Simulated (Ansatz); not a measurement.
Consider the following.

GaN:
```
CELL_PARAMETERS angstrom
      3.15426     0.00000     0.00000
     -1.57713     2.73167     0.00000
      0.00000     0.00000     7.59751
ATOMIC_POSITIONS crystal
  Ga 0.66667 0.33333 0.25000
  Ga 0.33333 0.66667 0.75000
  N  0.00000 0.00000 0.75000
  N  0.00000 0.00000 0.25000
```

This is the LDA-relaxed structure.

Q: All from LDA (plane waves, PAW; program Ansatz), unless another level is named. Give the bulk modulus (Birch–Murnaghan fit).

A: 13.6 GPa.

Q: And the highest zone-centre frequency (without LO–TO term)?

A: 745 cm⁻¹.

Space group P6_3/mmc. The first step of the workflow began from a Materials Project structure, measured or hypothetical; the Crystallography Open Database copy checked does not list it. It is not the phase usual at ambient conditions (space group No. 186, 216). Symmetry was held in the LDA relaxation; phonons on a q-mesh show weakly imaginary modes. A crystal of weakly bound layers computed without a dispersion correction: the cell and the soft elastic constants depend strongly on that.

Potentials: the later of the program's two PAW sets.
